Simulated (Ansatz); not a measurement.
With PBE (plane waves, PAW; program Ansatz), LuAlN2 in the trigonal phase (P3m1; Lu on 1b, N on 1b, Al on 1c, N on 1c) relaxes to a = 3.425 Å, c = 5.416 Å. Al has 4 nearest neighbours from 1.87 Å (tetrahedral). Against the elements it lies at -1.26 eV/atom, with no fitted shifts.

It is gapped at this level: 2.03 eV (indirect). The valence maximum lies at H and the conduction minimum at Γ. Gap from PBE with spin–orbit coupling: 1.95 eV. The electron mass is 0.23, 0.23, 0.34 mₑ (principal values). The hole mass is 1.7, 1.7, 3.1 mₑ (principal values).

An equation-of-state fit gives a bulk modulus of 141 GPa.

The start of the workflow was typed in or built on a structure type; neither database checked (COD, Materials Project) lists it. Its standing as an ambient phase is unchecked. The PBE relaxation kept the symmetry of its start; its stability against distortions is not shown here. The references are the lowest solids computed at this level, not always the standard phases (solids in place of the gases). Scalar-relativistic: spin–orbit coupling is off unless named, which matters more the heavier the elements.

Potentials: the earlier of the program's two PAW sets.
